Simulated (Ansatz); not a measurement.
A geometry of Cs away from equilibrium: the start of the relaxation of a generated cell, Cs built in the AFLOW prototype A_mC12_5_3c (A19). These are PBEsol (plane waves to 420 eV, PAW, scalar-relativistic; Ansatz, a program for electronic structure) values and carry that method's errors. Γ-centred k-mesh 6×6×2 on the run's cell (coarser than for final values), Fermi–Dirac smearing 0.05 eV.

```xyz
6
Lattice="5.3281 -3.0805 0.0000 5.3281 3.0805 0.0000 -0.7067 0.0000 20.2374" Properties=species:S:1:pos:R:3:forces:R:3 pbc="T T T" free_energy=-33514.811 pressure_GPa=0.2
Cs     5.6878    -1.4171     4.9582   -0.1456    0.0022   -0.0766
Cs     4.2618    -1.4171    15.2792    0.1456    0.0022    0.0766
Cs     6.4308     1.8483     8.0950    0.0758   -0.0419    0.2224
Cs     3.5188     1.8483    12.1424   -0.0758   -0.0419   -0.2224
Cs     7.8894    -0.4313     1.4166    0.0813    0.0397    0.1727
Cs     2.0601    -0.4313    18.8208   -0.0813    0.0397   -0.1727
```

Positions in Å, forces in eV/Å, free energy of the cell in eV (comparable only within this code, potentials and settings). Largest force: 0.24 eV/Å, on Cs3, Cs4 (atoms numbered as listed); the geometry lies 0.12 eV/atom above the end of its relaxation.

No spin polarisation in the result.

The run could not lose the symmetry of its start, so the end can be a saddle point.

The end of the path is a generated cell of Cs: the first start was made by placing the elements on the sites of a structure type, and the end was not matched to a known phase here, so it may be hypothetical. Known forms of Cs include space group No. 229.
